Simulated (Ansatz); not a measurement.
What DFT gives for YBi$_{2}$BrCl$_{4}$

```
CELL_PARAMETERS angstrom
4.37567 0.00000 0.00000
0.00000 4.37567 0.00000
0.00000 0.00000 10.36385
ATOMIC_POSITIONS crystal
Bi 0.50000 0.50000 0.72850
Bi 0.50000 0.50000 0.27150
Cl 0.50000 0.00000 0.85000
Cl 0.00000 0.50000 0.85000
Cl 0.50000 0.00000 0.15000
Cl 0.00000 0.50000 0.15000
Br 0.00000 0.00000 0.50000
Y 0.00000 0.00000 0.00000
```

Single point in Ansatz 0.2.0 with r2SCAN, no spin polarisation. Cutoff 500 eV, PAW datasets, 8×8×4 Γ-centred k mesh, fermi-dirac filling (width 0.025 eV).

Q: Describe some of the short contacts.

A: Bi–Cl at 2.52 Å: least valence density 0.49 e/Å³ and ELF 0.34 there. Cl–Y at 2.68 Å: least valence density 0.26 e/Å³ and ELF 0.09 there. Br–Bi at 3.90 Å: least valence density 0.05 e/Å³ and ELF 0.07 there. These are pseudo-fields; inside the PAW spheres they differ from the all-electron ones.

Q: How is the charge shared?

A: Bader charges in e: Y +1.69, Bi +1.08, Br -0.75, Cl -0.78. In the mean Y gives up most and Cl takes most.

Q: Is the cell too large or too small?

A: The pressure is 16.7 GPa (compression positive), so with the atoms held at these fractions the cell would first expand; the forces are large, so a full relaxation may end otherwise. The principal stresses 12.1, 19.0, 19.0 GPa differ, so its shape would change too.

Q: Which atom feels the largest force, and which way?

A: The largest is on Bi1 (and as large on other atoms): 5.13 eV/Å, components (0.00, 0.00, -5.13). It makes 120° with the line to a nearest neighbour, Cl3 at 2.52 Å.

Q: What happens at the Fermi level?

A: It is a metal, with about 4.2 states/eV a cell as the mean within 0.25 eV of the Fermi level, mostly Bi p (50 %) and Y d (31 %).

Origin: a known structure type with other elements, at an estimated volume, so it need not be a known compound. Caveats: many states at the Fermi level without spin polarisation, so a magnetic state may lie lower; atoms or cell far from equilibrium.
